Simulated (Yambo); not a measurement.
Rb2LiAsF6: sweep of GW parameters

G0W0@LDA for Rb$_{2}$LiAsF$_{6}$ (space group Fm-3m, No. 225) in Yambo. Reference settings: 2×2×2 Γ-centred k mesh, bands 2 to 297 and a 8 Ry block in the screening, 297 bands in G with the Bruneval-Gonze terminator, plasmon pole fitted at 27.2 eV. The LDA gap X → L on this mesh is 4.53 eV; G0W0 gaps are taken between the same points.

```csv
change from the reference,G0W0 gap X → L (eV),shift of the valence edge (eV),rough Yambo cost
reference settings,7.28,-1.46,1
wavefunctions cut at 20 Ry,7.16,-1.12,within a factor of two
exchange cut at 20 Ry,6.89,-0.77,–
"76 bands in W, 76 bands in G, 2 Ry block",7.96,-1.76,about 1/6
"115 bands in W, 115 bands in G, 3 Ry block",7.48,-1.48,about 1/4
"115 bands in W, 115 bands in G, 6 Ry block",7.41,-1.33,about 1/3
"167 bands in W, 167 bands in G, 2 Ry block",7.60,-1.76,about 1/3
"167 bands in W, 167 bands in G, 3 Ry block",7.37,-1.51,about 1/3
"231 bands in W, 231 bands in G, 2 Ry block",7.56,-1.77,about 1/2
2 Ry block,7.55,-1.78,within a factor of two
"115 bands in W, 115 bands in G, 3 Ry block, no terminator",7.49,-1.30,about 1/4
"167 bands in W, 167 bands in G, 3 Ry block, no terminator",7.36,-1.38,about 1/3
"115 bands in W, 115 bands in G, no terminator",7.35,-0.95,about 1/3
"231 bands in W, 231 bands in G, 3 Ry block, no terminator",7.31,-1.44,about 1/2
no terminator,7.20,-1.25,within a factor of two
```

The reference isn't shown to be the converged limit. Costs are rough (shared machines), scaled to the same edge states, and given only for runs that recompute the screening.

Spin-orbit splittings are left out.

The standard potential for As keeps a d shell in the valence without the s and p states of that shell. In tests on such compounds this moved G0W0 gaps by up to about 0.9 eV, so absolute quasiparticle energies here are unreliable; differences between settings are what counts.

Geometry of the Materials Project entry, not relaxed at this level; primitive cell a = b = c = 6.0284 Å, α = β = γ = 60.00°.

The structure is a Materials Project entry; no match was found in the copy of COD used, and its stability was not checked.

A shift is the quasiparticle energy of the state minus its LDA energy.
